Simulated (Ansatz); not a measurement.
An Ansatz (a program for electronic structure) input:

Ansatz 0.2 input:
```yaml
crystal:
  lattice:
    - [3.9816150965, 0.0, 0.0]
    - [0.0, 3.9816150965, 0.0]
    - [0.0, 0.0, 3.9816150965]
  atoms:
    - { symbol: Ba, position: [0.0, 0.0, 0.0] }
    - { symbol: Li, position: [0.5, 0.5, 0.5] }
    - { symbol: F, position: [0.0, 0.5, 0.5] }
    - { symbol: F, position: [0.5, 0.0, 0.5] }
    - { symbol: F, position: [0.5, 0.5, 0.0] }
kpoints:
  mp_grid: { grid: [4, 4, 4] }
hamiltonian:
  xc: hse06
  pseudopotentials: { kind: paw }
scf:
  n_extra_bands: 6
  occupations: { method: fixed }
output:
  eigenvalues: true
  eigenstates:
    e_range: [-9.0, 19.1]
    kpoints:
      - [0.0, 0.0, 0.0]  # VBM
      - [0.0, 0.0, 0.0]  # CBM
      - [0.0, 0.0, 0.0]  # GAMMA
      - [0.5, 0.5, 0.5]  # R
      - [0.5, 0.5, 0.0]  # M
      - [0.0, 0.5, 0.0]  # X
```

**Question.** How many symmetry operations and irreducible k-points will the run report?

**Answer.** 48 operations, 10 of 64 k-points.

**Question.** With a cutoff of 420 eV, how many plane waves at Γ?

**Answer.** 1237.

It took roughly 80 core-seconds on shared server cores.

The points marked VBM and CBM come from a semilocal run.

Space group Pm-3m (cubic perovskite). The workflow started from a Materials Project entry (that database holds measured and hypothetical structures alike); the Crystallography Open Database copy checked does not list it. Its standing as an ambient phase is unchecked. Symmetry was held in the r²SCAN relaxation; whether a distortion lowers the energy is not shown. Spin–orbit coupling is left out wherever it is not named.

Potentials: the later of the program's two PAW sets.

Ansatz is a plane-wave DFT program.
